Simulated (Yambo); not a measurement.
Rb₂RhAgF₆: sweep of GW parameters

G0W0@PBEsol for Rb$_{2}$RhAgF$_{6}$ (space group Fm-3m, No. 225) in Yambo. Reference settings: 2×2×2 Γ-centred k mesh, bands 9 to 335 and a 8 Ry block in the screening, 335 bands in G with the Bruneval-Gonze terminator, plasmon pole fitted at 27.2 eV. The PBEsol gap X → X on this mesh is 1.11 eV; G0W0 gaps are taken between the same points.

```csv
change from the reference,G0W0 gap X → X (eV),shift of the valence edge (eV),rough Yambo cost
reference settings,3.48,-0.95,1
"134 bands in W, 134 bands in G",3.57,-0.80,about 1/3
"219 bands in W, 219 bands in G",3.49,-0.88,within a factor of two
134 bands in G,3.50,-0.95,–
219 bands in G,3.47,-0.95,–
161 bands in W,3.52,-0.84,within a factor of two
1 Ry block,4.95,-1.81,within a factor of two
7 Ry block,3.46,-0.94,within a factor of two
pole fitted at 40 eV,3.53,-1.02,–
"134 bands in G, no terminator",3.47,-0.32,–
"219 bands in G, no terminator",3.43,-0.57,–
no terminator,3.47,-0.75,–
```

The reference isn't shown to be the converged limit. Costs are rough (shared machines), scaled to the same edge states, and given only for runs that recompute the screening.

Spin-orbit splittings are left out.

Geometry of the Materials Project entry, not relaxed at this level; primitive cell a = b = c = 6.254 Å, α = β = γ = 60.00°.

The structure is a Materials Project entry; no match was found in the copy of COD used, and its stability was not checked.

A shift is the quasiparticle energy of the state minus its PBEsol energy.
